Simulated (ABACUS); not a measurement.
Consider a self-consistent single point of TiO2 (P1, 6 atoms in the cell; from Materials Project mp-2657, changed as shown).

```yaml
crystal:
  lattice:
    - [4.71162, 0.00000, 0.00000]
    - [0.00000, 4.71162, 0.00000]
    - [0.00000, 0.00000, 3.03112]
  atoms:
    - { symbol: Ti, position: [0.48403, 0.48818, 0.01020] }
    - { symbol: Ti, position: [0.01094, 0.00497, 0.50131] }
    - { symbol: O, position: [0.69226, 0.69614, 0.49486] }
    - { symbol: O, position: [0.30059, 0.31098, 0.51057] }
    - { symbol: O, position: [0.80690, 0.18544, 0.97333] }
    - { symbol: O, position: [0.20527, 0.81430, 0.00973] }
```

Method: LDA (PW92), numerical atomic orbitals DZP (confined pseudo-atomic orbitals with Gaussian additions; energy shift 0.003 Ry), PseudoDojo 0.4 standard norm-conserving LDA (tails mended) pseudopotentials (ABACUS 3.10.1).

ABACUS settings:

```
setting                                                               value
---------------  ----------------------------------------------------------
basis                  DZP numerical atomic orbitals, energy shift 0.003 Ry
KPT                                                       Gamma 4 4 6 0 0 0
basis_type                                                             lcao
dft_functional                                                        PWLDA
ecutwfc                                                              100 Ry
smearing_method                                                          fd
smearing_sigma                                               0.000734986 Ry
potentials       PseudoDojo 0.4 standard norm-conserving LDA (tails mended)
symmetry                                                                  1
symmetry_prec                                                         1e-05
ks_solver                                                           genelpa
scf_nmax                                                                100
scf_thr                                                             1.0e-07
mixing_type                                                         broyden
```

Results:

- Number of valence electrons = 48
- Number of bands = 34
- Number of k-points after the program's reduction = 52
- Size of the basis = 104
- Number of SCF iterations = 16
- Free energy E − TS = -5035.2076 eV
- Top of the valence band (on the code's own zero) = 7.92 eV
- Gap on the k-point mesh = 1.45 eV
- Pressure = -21.06 GPa
- Largest force (vector length) = 2.198 eV/Å

Forces (eV/Å):
```
atom      Fx      Fy      Fz
----  ------  ------  ------
Ti1    1.607   1.488   0.188
Ti2   -1.261  -0.825   0.161
O3    -0.291  -0.720  -0.113
O4     0.103   0.016  -0.352
O5     0.093   0.163   0.515
O6    -0.251  -0.122  -0.399
```

Stress (GPa, positive for compression):
```
-19.81    0.26   -0.73
  0.26  -18.96    0.51
 -0.73    0.51  -24.42
```

The gap is read on the k-point mesh of the run and can differ from the gap over the whole zone at this level.

For comparison: a first run was changed to give this one (atoms moved at random), and from it to this one the free energy goes up by 28.2 meV/atom, the pressure goes from -22.81 to -21.06 GPa, the largest force goes from 0.468 to 2.198 eV/Å and the gap on the mesh goes from 1.517 to 1.452 eV.

The atom-centred basis is finite, which shifts total energies, pressures, gaps and forces against plane waves. Forces above 1 eV/Å remain at this geometry, of which the finite basis can carry a part. The structure comes from a collection of computed structures, made at another level of theory; the collection holds predicted forms beside known ones. Its lattice was then scaled. At this pressure the cell is far from its equilibrium volume at this level.

Cost on one core: about 80 core-seconds (a rough figure).

The atomic orbitals were generated for these runs; they are not ABACUS's published sets and were checked against plane waves on a few crystals only.

“Tails mended”: in these copies of the files the far tail of each local potential was reset to the Coulomb form.
